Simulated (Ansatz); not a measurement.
Rocksalt alloy of MgO and CaO (4 of 32 Mg sites exchanged), 64 atoms

Ansatz, PAW, plane waves. PBEsol relaxation of volume and atoms (shape held) at the single k point (¼, ¼, ¼) without its symmetry partners; single points on the relaxed atoms at the Γ point alone, onto which points of the small cell's zone fold. Arrangement: random. No spin–orbit coupling unless named.

Relaxed structure:

```
CELL_PARAMETERS angstrom
8.59655 0.00000 0.00000
0.00000 8.59655 0.00000
0.00000 0.00000 8.59655
ATOMIC_POSITIONS crystal
O 0.25237 0.99884 0.99958
O 0.26171 0.99722 0.49936
O 0.25090 0.50019 0.99985
O 0.25252 0.50181 0.49990
O 0.74779 0.99708 0.99934
O 0.73782 0.98711 0.49895
O 0.74955 0.50166 0.99957
O 0.74793 0.51100 0.49937
O 0.00259 0.25188 0.99560
O 0.01243 0.26172 0.50527
O 0.00090 0.74738 0.98832
O 0.00285 0.73776 0.51264
O 0.49809 0.25020 0.98832
O 0.48847 0.25214 0.51264
O 0.49949 0.74878 0.99536
O 0.49806 0.74735 0.50443
O 0.99987 0.01009 0.23701
O 0.99992 0.00099 0.76097
O 0.00001 0.48951 0.24772
O 0.00015 0.49812 0.75219
O 0.50022 0.98898 0.24698
O 0.50018 0.99791 0.75159
O 0.50030 0.50961 0.24918
O 0.50026 0.50105 0.75051
O 0.24022 0.24930 0.24772
O 0.24883 0.24944 0.75219
O 0.26032 0.74959 0.24917
O 0.25176 0.74955 0.75052
O 0.76079 0.24917 0.23701
O 0.75170 0.24922 0.76097
O 0.73969 0.74951 0.24698
O 0.74862 0.74948 0.75159
Mg 0.00071 0.00192 0.99721
Mg 0.00069 0.49762 0.99669
Mg 0.00380 0.49977 0.50370
Mg 0.49964 0.99634 0.99639
Mg 0.49806 0.99284 0.50347
Mg 0.49975 0.50230 0.99653
Mg 0.49747 0.50486 0.50336
Mg 0.24833 0.24999 0.99669
Mg 0.25047 0.25309 0.50370
Mg 0.25300 0.74903 0.99653
Mg 0.25557 0.74676 0.50337
Mg 0.75262 0.24999 0.99721
Mg 0.74705 0.74893 0.99639
Mg 0.74354 0.74736 0.50346
Mg 0.25358 0.99892 0.24611
Mg 0.25310 0.99921 0.75316
Mg 0.25052 0.49982 0.24918
Mg 0.25061 0.49990 0.75084
Mg 0.74649 0.99578 0.24261
Mg 0.74728 0.99658 0.75602
Mg 0.74963 0.50287 0.24611
Mg 0.74992 0.50239 0.75316
Mg 0.00242 0.25171 0.24184
Mg 0.00313 0.25243 0.75511
Mg 0.00063 0.74641 0.75214
Mg 0.49712 0.24993 0.75214
Mg 0.49971 0.74901 0.24863
Mg 0.49964 0.74893 0.75072
Ca 0.00217 0.99970 0.50149
Ca 0.75041 0.25146 0.50149
Ca 0.00025 0.74771 0.24810
Ca 0.49841 0.24954 0.24809
```

(1) What are the mean bond lengths by pair (pairs within 1.2 times the sum of covalent radii, less contacts 15 % beyond the pair's median; cation–cation pairs of compounds aside; long ionic contacts are cut short by that bound)?

(2) What gap lies between the top filled and the lowest empty level in the single points?

Results:

(1) Ca–O 2.249 ± 0.019 Å (standard deviation, 24 bonds); Mg–O 2.136 ± 0.046 Å (standard deviation, 168 bonds).

(2) HSE06 6.21 eV (4.5 min on 7 threads of Neoverse-V2); r²SCAN 5.34 eV (16 s on 7 threads of Neoverse-V2).
